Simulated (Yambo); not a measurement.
K2NaScF6 (space group Fm-3m, No. 225); a = 6.0880 Å, b = 6.0880 Å, c = 6.0880 Å, α = 60.00°, β = 60.00°, γ = 60.00°. With the G0W0 scissor the direct gap on the mesh is 10.45 eV.

Task: Does this run resolve the lowest exciton, and if so, what are its energy and binding? (Yambo, LDA bands; 4×4×4 mesh, 18 valence and 12 conduction bands, static screening with 98 bands and a 3 Ry block, scissor 4.04 eV, Tamm-Dancoff.)

Result: The mesh holds a bound state, but the numbers are provisional. These are vertical excitations (zero momentum). The lowest state lies at 7.56 eV (dark for light along x), the direct quasiparticle gap on this mesh at 10.45 eV. Its binding energy, counted from that gap, is 2.89 eV; it spreads over about 64 k points of the mesh. Convergence with the mesh was not shown. The first optically allowed state is at 7.95 eV. The scissor comes from a G0W0 run whose convergence isn't established. 

Geometry of the Materials Project entry, not relaxed at this level.
